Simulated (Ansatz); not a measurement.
MgI2 (started from an entry of an open crystallographic database), relaxed with r2SCAN+rVV10, was run in the plane-wave code Ansatz under altered settings. All numbers are computed, without spin polarisation but where a row says otherwise.

```
Mg I
1.0
     4.15664    0.00000    0.00000
    -2.07832    3.59975    0.00000
     0.00000    0.00000    6.87561
Mg I
1 2
Cartesian
  0.0000 0.0000 0.0000
  0.0000 2.3998 1.6678
  2.0783 1.1999 5.2078
```

The base run's other keys:
```yaml
kpoints:
  mp_grid: { grid: [6, 6, 2] }
hamiltonian:
  xc: hse06
scf:
  occupations: { method: fixed }
  n_extra_bands: 4
```

It takes 15 iterations with 1985 plane waves at 420 eV and 14 k points, and leaves a mean stress of +0.43 GPa. The gap over this mesh is 4.505 eV. It ran on 4 threads of Arm Neoverse N1, on a shared host.

Outcomes, with energy and stress as changes against the base:

| setting | outcome | ΔF (meV/atom) | Δ mean stress (GPa) | gap on the mesh (eV) | iterations | wall time |
| --- | --- | --- | --- | --- | --- | --- |
| hamiltonian.xc: cam_b3lyp | converged | – | +0.4 | 7.306 | 17 | 42 s |
| PBE hybrid, exx coeff 1.0, omega 0.3 1/Å | converged | – | -1.7 | 6.709 | 21 | 46 s |
| PBE hybrid, exx coeff 0.35, omega 0.1 1/Å | converged | – | -0.3 | 5.371 | 17 | 36 s |
| PBE hybrid, exx coeff 0.15, omega 0.1 1/Å | converged | – | +0.2 | 4.312 | 13 | 30 s |
| scf.mixing.preconditioner: kerker | converged | 0.0 | 0.0 | 4.505 | 17 | 34 s |

A dash marks a value that wasn't obtained or can't be compared. Stress is positive in compression. The base took 34 s. The base's mesh is coarse for a hybrid, so its own values aren't converged.

- hamiltonian.xc: cam_b3lyp. The mean stress moves by +0.4 GPa and the gap on the mesh by +2.800 eV (to 7.306). It's another functional on the same cell, so totals aren't comparable.
- PBE hybrid, exx coeff 1.0, omega 0.3 1/Å. That is 100 % exact exchange, screened with ω = 0.3 1/Å, against HSE06's 25 % screened at 0.208 1/Å. The mean stress moves by -1.7 GPa and the gap on the mesh by +2.204 eV (to 6.709). Totals of different functionals aren't comparable.
- PBE hybrid, exx coeff 0.35, omega 0.1 1/Å. That is 35 % exact exchange, screened with ω = 0.1 1/Å, against HSE06's 25 % screened at 0.208 1/Å. The mean stress moves by -0.3 GPa and the gap on the mesh by +0.866 eV (to 5.371). Totals of different functionals aren't comparable. The program warns that on this mesh the truncation of the exchange isn't bounded, so part of the change can be an error of the mesh.
- PBE hybrid, exx coeff 0.15, omega 0.1 1/Å. That is 15 % exact exchange, screened with ω = 0.1 1/Å, against HSE06's 25 % screened at 0.208 1/Å. The mean stress moves by +0.2 GPa and the gap on the mesh by -0.193 eV (to 4.312). Totals of different functionals aren't comparable. The program warns that on this mesh the truncation of the exchange isn't bounded, so part of the change can be an error of the mesh.

Within 1 meV an atom, 0.1 GPa and 0.005 eV of the base stay: scf.mixing.preconditioner: kerker.

Spin-orbit coupling is left out, which matters wherever the heavy atoms make up the band edges.

The stress of a hybrid is loosely converged in these runs.

The meshes of the hybrids are coarse, so their gaps aren't converged to the digits shown.
